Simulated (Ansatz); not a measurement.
A relaxed cell of GaBiSe4 is given with its symmetry left out. The cell was found from a structure generator's guess, not taken from experiment.

Method: Ansatz 0.2.0, DFT PBE, scalar-relativistic, plane waves, PAW. Cutoff 420 eV, Γ-centred mesh, Gaussian smearing, no spin polarisation.

```
Ga Bi Se
1.0
     4.03252    0.00000    0.00000
     0.00000    4.03252    0.00000
     0.00000    0.00000   10.59332
Ga Bi Se
1 1 4
Direct
  0.00000 0.00000 0.50000
  0.00000 0.00000 0.00000
  0.50000 0.50000 0.50000
  0.00000 0.00000 0.27530
  0.00000 0.00000 0.72470
  0.50000 0.50000 0.00000
```

Energies over the elements count from the elements' standard structures at the same level, with no fitted energy shifts.

Problem. What space group does it have?

Solution. P4/mmm (No. 123). Conventional cell: a = 4.033 Å, c = 10.593 Å. Ga has 2 Se at 2.38 Å and 4 Se at 2.85 Å; around Bi lie 6 Se at 2.85–2.92 Å; Se on a site of symmetry 4/mmm has 4 Ga at 2.85 Å; Se on a site of symmetry 4mm has 1 Ga at 2.38 Å and 1 Bi at 2.92 Å; 1 more site not described.

Problem. What is its formation energy per atom?

Solution. +0.17 eV/atom. The separate elements lie lower, so it is unstable against them.

Problem. Is it a metal?

Solution. Yes, bands cross the Fermi level on the 10×10×4 mesh.

The last run used a 10×10×4 mesh (in the run's order of axes) for its 6-atom cell and Gaussian smearing of 0.10 eV. Spin–orbit coupling, which can matter for Bi, is left out. The reference form of Se is held partly by dispersion forces, which this level lacks. A structure relaxed within its symmetry needn't be a true minimum. Another cell of GaBiSe4 relaxed alike, in Cmmm, lies 132 meV/atom lower, so this cell isn't the stable form at this level.
